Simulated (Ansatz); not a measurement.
In$_{2}$Se$_{3}$ in space group P6_1 (No. 169; Pearson symbol hP30), the program Ansatz at the PBEsol level (PAW). The conduction-band minimum lies at Γ, with 1 equivalent valley. Second derivatives d²E/dk² of the lowest band at one valley (eV·Å²), along Cartesian directions:

| direction | d²E/dk² |
|---|---|
| [100] | 73.38 |
| [010] | 73.38 |
| [001] | 56.58 |
| [110] | 73.38 |
| [101] | 64.98 |
| [011] | 64.98 |

Q: Find the principal effective masses, the density-of-states mass and the conductivity mass.

A: Off-diagonal terms follow from H_xy = H[110] − (H_xx + H_yy)/2, and m*/mₑ = 7.620 eV·Å² over each eigenvalue: 0.10, 0.10, 0.13. One valley's DOS mass (m₁m₂m₃)^(1/3) = 0.11, conductivity mass 3/(Σ 1/mᵢ) = 0.11 mₑ.

Q: What effective density of states Nc follows at 300 K for parabolic valleys?

A: Nc = 2.509e19 × 1 × (0.11)^(3/2) ≈ 9.2e17 cm⁻³.

The first step of the workflow began from a Materials Project structure, measured or hypothetical; the Crystallography Open Database files this formula in space group No. 169, but the cells were not matched. Whether it is the stable phase at ambient conditions was not checked. Symmetry was held in the PBEsol relaxation; its stability against distortions is not shown here. Scalar-relativistic: spin–orbit coupling is off unless named, which matters more the heavier the elements.

Potentials: the later of the program's two PAW sets.

Edges and masses are those of Kohn–Sham bands, whose gap is no quasiparticle gap.
